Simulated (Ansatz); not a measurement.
Here is the system:

Relaxed TiAl₃ (D022 type, space group I4/mmm):

```xyz
4
Lattice="-1.9229 1.9229 4.3100 1.9229 -1.9229 4.3100 1.9229 1.9229 -4.3100" Properties=species:S:1:pos:R:3 pbc="T T T"
Al     0.0000     0.0000     4.3100
Al     0.0000     1.9229     2.1550
Al     1.9229     0.0000     2.1550
Ti     0.0000     0.0000     0.0000
```

In this cell atom 2 (Al, nearest neighbour Al at 2.719 Å; its periodic images, 3.8 Å or more away, move with it) is moved by s along Cartesian [111], unit vector (0.577, 0.577, 0.577); all other atoms and the cell stay fixed.

Computed with PBE (plane waves to 420 eV, PAW, scalar-relativistic; Ansatz, an electronic-structure program). k mesh 14×14×14 (Γ-centred), Fermi-Dirac smearing 0.05 eV. Energies are smeared free energies. With partly filled bands, energies and forces of such displacements shift with the k mesh and the smearing. TiAl3 is run without spin polarisation. TiAl3 was relaxed with its symmetry unable to fall. ΔE is measured from the undisplaced structure.

The scan covers s from -0.270 to 0.270 Å in 11 points.

Is this a single well or a double well?

A single well with its minimum at or next to zero displacement.

Is the energy the same for equal positive and negative displacements?

Even: the same for both signs. With its periodic images moving along, the atom's site symmetry in this cell is -4m2.

What is the force constant k = d²E/ds² of this move at s = 0?

6.59 eV/Å².

(For displaced atoms, the force is minus the slope of the energy, and its curvature is a force constant, which sets phonon frequencies.)
